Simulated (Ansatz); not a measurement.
This cell of CsPbCl₃ (cubic perovskite) is off equilibrium:

```xyz
5
Lattice="5.6935 0.0000 0.0000 0.0000 5.6935 0.0000 0.0000 0.0000 5.6176" Properties=species:S:1:pos:R:3 pbc="T T T"
Cs     0.0000     0.0000     0.0000
Pb     2.8467     2.8467     2.8088
Cl     0.0000     2.8467     2.8088
Cl     2.8467     2.8467     0.0000
Cl     2.8467     0.0000     2.8088
```

The numbers are results of PBEsol (plane waves to 420 eV, PAW, scalar-relativistic; Ansatz, a program for electronic structure), not measurements. k mesh 6×6×6 (Γ-centred), Fermi-Dirac smearing 0.05 eV. Energies are smeared free energies. Stress and pressure are positive under compression. CsPbCl3 was relaxed with its symmetry unable to fall. Spin-orbit coupling is left out, though Pb is heavy. This is a high-temperature form of CsPbCl3.

### Question
Give the stress tensor in GPa and the pressure.

### Answer
```
  -0.81     0.00     0.00
   0.00    -0.81     0.00
   0.00     0.00    -0.19
```
The pressure, a third of the trace, is -0.61 GPa.

### Question
It is the relaxed cell deformed to V/V₀ = 1.027, (c/a)/(c/a)₀ = 0.987, c along z, fractional positions held. What is its energy relative to the relaxed cell?

### Answer
2.5 meV/atom.

(A scan under strain: stresses follow from slopes of the energy per volume, elastic moduli from its curvatures.)
